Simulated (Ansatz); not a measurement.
MgPd (CsCl type)

```yaml
crystal:
  lattice:
    - [6.20765, 0.00000, 0.00000]
    - [3.10383, 3.10383, 0.00000]
    - [0.00000, 0.00000, 3.10383]
  atoms:
    - { symbol: Mg, position: [0.00000, 0.00000, 0.00000] }
    - { symbol: Mg, position: [0.50000, 0.00000, 0.00000] }
    - { symbol: Pd, position: [0.00000, 0.50000, 0.50000] }
    - { symbol: Pd, position: [0.50000, 0.50000, 0.50000] }
```

A phonon eigenvector at M = (0.5, 0.5, 0.0) is frozen into this cell: atom i moves by Q times the vector below, so Q is the largest atomic displacement, in Å. The cell is held. It is one choice among 2 degenerate patterns. (q is in reciprocal vectors of the primitive cell; the cell shown is doubled to hold the pattern.)

```json
[
 {"atom": "Mg1", "x": "0.760", "y": "0.000", "z": "0.000"},
 {"atom": "Mg2", "x": "-0.760", "y": "0.000", "z": "0.000"},
 {"atom": "Pd3", "x": "0.000", "y": "1.000", "z": "0.000"},
 {"atom": "Pd4", "x": "0.000", "y": "-1.000", "z": "0.000"}
]
```

The numbers are results of LDA (plane waves to 420 eV, PAW, scalar-relativistic; Ansatz, an electronic-structure program), not measurements. k mesh 15×15×15 (Γ-centred), Fermi-Dirac smearing 0.05 eV. With partly filled bands, energies and forces of such displacements shift with the k mesh and the smearing. MgPd is run without spin polarisation. MgPd was relaxed with its symmetry unable to fall.

At one point of the scan the forces (eV/Å) are:

```csv
atom,Fx,Fy,Fz
Mg1,-0.013,0.000,0.000
Mg2,0.013,0.000,0.000
Pd3,0.000,-0.085,0.000
Pd4,0.000,0.085,0.000
```

Q: Which point is it?
A. Q = 0.083 Å
B. Q = 0.100 Å
C. Q = 0.067 Å
D. Q = 0.033 Å

A: D, Q = 0.033 Å

(For displaced atoms, the force is minus the slope of the energy, and its curvature is a force constant, which sets phonon frequencies.)
